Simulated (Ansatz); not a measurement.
La2O3 (La2O3 or Ni2Al3 type), relaxed and computed with several functionals in Ansatz (plane waves, PAW).

```csv
functional,a (Å),c (Å),V (Å³/atom),gap (eV),B₀ by P(V) fit (GPa)
r²SCAN,3.935,6.126,16.43,4.23,116
HSE06,3.919,6.138,16.33,5.28,117
PBE,3.940,6.188,16.64,3.83,108
```

All cells were relaxed under the symmetry of their starts (and spin orders); stability against distortions was not tested throughout. Spin–orbit coupling is left out wherever it is not named.

Potentials: the later of the program's two PAW sets.

Ansatz (a program for electronic structure) is a plane-wave DFT program.
